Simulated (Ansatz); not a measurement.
Si2W in space group P6_222 (No. 180; Si on 6j, W on 3d) at seven volumes, PBEsol in the plane-wave PAW code Ansatz, shape and atoms relaxed at each. One row is withheld.

```csv
V (Å³/atom),P (GPa)
12.112,27.19
12.511,16.63
12.910,7.64
13.310,-0.01
13.709,-6.51
14.108,?
14.507,-16.68
```

Question: Fit the shown pressures and predict the withheld one.

Answer: Third-order Birch–Murnaghan: P = (3/2)B₀(x^(7/2) − x^(5/2))[1 + (3/4)(B′ − 4)(x − 1)] with x = (V₀/V)^(2/3). Least squares on the six rows gives V₀ = 13.309 Å³/atom, B₀ = 234.2 GPa, B′ = 4.41. At V = 14.108, x = 0.9619 and P = -12.01 GPa. The run itself gave -12.02 GPa.

The first step of the workflow began from a Materials Project structure, measured or hypothetical; the Crystallography Open Database copy checked does not list it. It is not the phase usual at ambient conditions (space group No. 139). Symmetry was held in the PBEsol relaxation; whether a distortion lowers the energy is not shown. No spin polarisation was allowed. Spin–orbit coupling is left out wherever it is not named.

Potentials: the earlier of the program's two PAW sets. The files were generated under PBE; for other functionals the program regenerates the frozen cores, and for LDA and PBEsol the local potential too.
